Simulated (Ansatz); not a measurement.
The elements of this relaxed trial crystal are hidden behind letters.

```
lattice vectors (Å)
   4.4475    0.0000    0.0000
   0.0000    4.4475    0.0000
   0.0000    0.0000    4.4475
fractional positions
X 0.5000 0.5000 0.5000
Z 0.0000 0.5000 0.5000
Z 0.5000 0.0000 0.5000
Z 0.5000 0.5000 0.0000
Q 0.0000 0.0000 0.0000
```

Computed with DFT PBE, scalar-relativistic, plane waves, PAW (Ansatz). Settings of the last relaxation (5-atom cell): 420 eV, 8×8×8 k points, Gaussian smearing of 0.10 eV, no spin polarisation.

- Space group: Pm-3m (No. 221)
- Conventional cell: a = 4.447 Å
- Volume per atom: 17.59 Å³
- Density: 10.24 g/cm³
- Formation energy: +0.23 eV/atom
- Gap on the 8×8×8 mesh of the 5-atom cell: 0 eV (a metal)

Energies are uncorrected and count from the elements' standard states at the same level.

Question: X is a p-block element of period 3, Z is a d-block element of period 5 and Q is a d-block element of period 6. Which elements are they?

Answer: X = Si, Z = Pd, Q = Pt, so the formula is SiPd3Pt, here in the antiperovskite type. Density times volume gives a mean mass of 10.24 × 17.59/1.6605 = 108.5 u per atom, and this set has 108.5 u. Around Si lie 6 Pd at 2.22 Å; around Pd lie 2 Si at 2.22 Å, 4 Pt at 3.14 Å and 8 Pd at 3.14 Å; around Pt lie 12 Pd at 3.14 Å. Other sets within the hints have nearly the same mass, so mass alone doesn't settle it; this one was computed.

These runs have no spin–orbit coupling, which can matter for Pt. A structure relaxed within its symmetry needn't be a true minimum.
